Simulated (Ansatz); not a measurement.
P (black phosphorus), relaxed with r²SCAN+D4 (Ansatz, a program for electronic structure, plane waves, PAW): a = 3.2976 Å, b = 10.6877 Å, c = 4.4731 Å, α = β = γ = 90.00°.

| Property | Value |
|---|---|
| gap (eV) | none |
| B₀ by P(V) fit (GPa) | 23.4 |

### Question
The same phase is relaxed and computed with r²SCAN in the same code. What are the cell and these values now?

### Answer
a = 3.300 Å, b = 11.017 Å, c = 4.557 Å, α = β = γ = 90.00°.

- gap (eV) = 0.25
- B₀ by P(V) fit (GPa) = 16.5

Weakly bound layers, chains or molecules computed without a dispersion correction, so cells and soft constants are ill determined: P, black phosphorus with r²SCAN. All cells were relaxed under the symmetry of their starts (and spin orders); stability against distortions was not tested throughout.

Potentials: the later of the program's two PAW sets.

Ansatz is a plane-wave DFT program.
